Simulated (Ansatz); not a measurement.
## Vibrational response of Mo2W

All numbers below come from DFT PBE, scalar-relativistic, plane waves, PAW in Ansatz 0.2.0. Cutoff 420 eV, 12×12×16 k-points (Γ-centred), Fermi-Dirac smearing of 0.15 eV. No spin polarisation. Phonons by linear response, acoustic sum rule imposed.

Equilibrium structure at this level:
```yaml
crystal:
  lattice:
    - [4.48087, 0.00000, 0.00000]
    - [-2.24044, 3.88055, 0.00000]
    - [0.00000, 0.00000, 2.74564]
  atoms:
    - { symbol: Mo, position: [0.33333, 0.66667, 0.33473] }
    - { symbol: Mo, position: [0.66667, 0.33333, 0.66527] }
    - { symbol: W, position: [0.00000, 0.00000, 0.00000] }
```

The structure comes from a generated guess, relaxed at this level; another structure or a mixture of phases may lie lower. In a metal, frequencies depend on the k mesh and the smearing, soft modes most. Spin–orbit coupling is left out, which matters for heavy elements.

Question: Is this structure stable against zone-centre distortions?

Answer: Yes, at Γ: no optical mode is imaginary. Strains and other wave vectors aren't tested by this run.

Question: List the optical modes at Γ (i marks imaginary ones).

Answer:
| frequency (cm⁻¹) | degeneracy |
| --- | --- |
| 171 | 1 |
| 196 | 2 |
| 203 | 1 |
| 232 | 2 |
